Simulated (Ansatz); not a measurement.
BaBiClO2:
```yaml
crystal:
  lattice:
    - [2.92816, -6.41928, 0.00000]
    - [2.92816, 6.41928, 0.00000]
    - [0.00000, 0.00000, 5.68604]
  atoms:
    - { symbol: Ba, position: [0.61899, 0.38101, 0.75000] }
    - { symbol: Ba, position: [0.38101, 0.61899, 0.25000] }
    - { symbol: Bi, position: [0.92243, 0.07757, 0.75000] }
    - { symbol: Bi, position: [0.07757, 0.92243, 0.25000] }
    - { symbol: Cl, position: [0.25381, 0.74619, 0.75000] }
    - { symbol: Cl, position: [0.74619, 0.25381, 0.25000] }
    - { symbol: O, position: [0.77097, 0.77097, 0.50000] }
    - { symbol: O, position: [0.22903, 0.22903, 0.50000] }
    - { symbol: O, position: [0.22903, 0.22903, 0.00000] }
    - { symbol: O, position: [0.77097, 0.77097, 0.00000] }
```

PBEsol in the plane-wave PAW code Ansatz gives a gap of 3.23 eV without spin–orbit coupling, maximum off the standard path, at k = (-0.010, -0.490, 0.000), minimum on the Σ0–Γ line, 40 % of the way from Σ0.

Q: What happens when spin–orbit coupling is switched on?

A: The gap falls by 0.30 eV, to 2.93 eV; maximum off the standard path, at k = (-0.010, -0.490, 0.000), minimum on the Σ0–Γ line, 43 % of the way from Σ0.

Q: Give the electron effective mass with spin–orbit coupling.

A: 0.48, 1.3, 1.8 mₑ (principal values).

Space group Cmcm. The first step of the workflow began from a Materials Project structure, measured or hypothetical; the Crystallography Open Database copy checked does not list it. Whether it is the stable phase at ambient conditions was not checked. Symmetry was held in the PBEsol relaxation; whether a distortion lowers the energy is not shown.

Potentials: the later of the program's two PAW sets.
